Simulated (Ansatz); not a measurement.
Values for one crystal, relaxed and computed with plane-wave PAW r²SCAN (Ansatz code); other levels are named.

| Quantity | Result |
|---|---|
| Volume per atom | 13.60 Å³ |
| Electronic character | metallic (no gap) |
| Formation energy from the elements (no fitted shifts) | -0.45 eV/atom |
| Density of states at the Fermi level | 0.46 states/eV per atom (mean over ±0.08 eV) |

Task: Which compound is it?
A. PbS, P-6m2 (Pb on 1a, S on 1f)
B. BaNi2P2, I4/mmm (Ba on 2a, Ni on 4d, P on 4e)
C. SiNi2, Pnma (Ni on 4c, Ni on 4c, Si on 4c)
D. NiS, R3m (Ni on 9b, S on 9b)

Result: D, NiS, R3m (Ni on 9b, S on 9b)

The workflow started from an entry of the Crystallography Open Database (COD), which files this formula under 3 space groups. Whether it is the stable phase at ambient conditions was not checked. The cell was relaxed with r²SCAN under the symmetry of its start; whether a distortion lowers the energy is not shown. The workflow began spin-polarised and lost its moments. The references are the lowest solids computed at this level, not always the standard phases.

Potentials: the later of the program's two PAW sets.
